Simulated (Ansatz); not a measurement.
SbAs (R-3m), stationary points along a deformation path

These are results of DFT LDA, scalar-relativistic, plane waves, PAW in Ansatz, not measurements. Settings: plane waves to 420 eV, k-mesh 18×18×18 (Γ-centred), Gaussian smearing 0.15 eV. No spin polarisation. Energies are free energies at this smearing, counted from the undisturbed cell; pressure is positive in compression.

The starting cell (as given, not relaxed at this level; it stands at -5.3 GPa, and it needn't be the usual structure):

```xyz
2
Lattice="2.0127 1.1621 3.6123 -2.0127 1.1621 3.6123 0.0000 -2.3241 3.6123" Properties=species:S:1:pos:R:3 pbc="T T T"
Sb    0.0000    0.0000    5.4185
As    0.0000    0.0000    0.0000
```

At fixed volume and fractional coordinates, lengths along (0.000, 0.000, 1.000) are scaled against those across it; ρ is that ratio over its starting value. V = 25.347 Å³/atom. Δσ is the stress along the axis less the mean stress across it (compression positive).

```
    ρ  ΔE (meV/atom)  Δσ (GPa) space group
0.850           -9.9      2.55         R-3m
0.920          -19.1     -0.43         R-3m
0.960          -13.2     -2.22         R-3m
1.000            0.0     -3.87         R-3m
1.050           25.0     -5.87         R-3m
1.100           58.6     -7.80         R-3m
1.200          144.7    -10.40         R-3m
```

**Question.** How does the stress give the slope of the energy, and where is the energy stationary?

**Answer.** Along the path d ln(length) is 2/3 d ln ρ on the axis and −1/3 d ln ρ across it, so dE/d ln ρ = −(2/3) V Δσ: the energy falls with ρ where Δσ is positive. Δσ vanishes or changes sign between ρ = 0.850 and 0.920, a minimum (near 0.91 by linear interpolation). Pairs of stationary points between two samples would go unseen, and could change a minimum read from distant neighbours into a maximum.

**Question.** Integrate that slope from ρ = 1 to 1.200 by the trapezoid rule.

**Answer.** With V/N in Å³ and 1 eV/Å³ = 160.2 GPa the slopes at ρ = 1.000, 1.050, 1.100, 1.200 are 408, 619, 823, 1097 meV/atom per unit of ln ρ. The steps add 25.0 + 33.5 + 83.5 = 142.1 meV/atom, against 144.7 from the energies; the trapezoid rule misses the curvature of the slope within each step.

**Question.** Is the start the lowest point of the path?

**Answer.** No: ρ = 0.920 lies 19.1 meV/atom lower, with no sampled rise above the start on the way. Volume and inner coordinates are held, so a relaxed structure there would lie lower still.

In a metal these slopes depend on the k mesh and the smearing.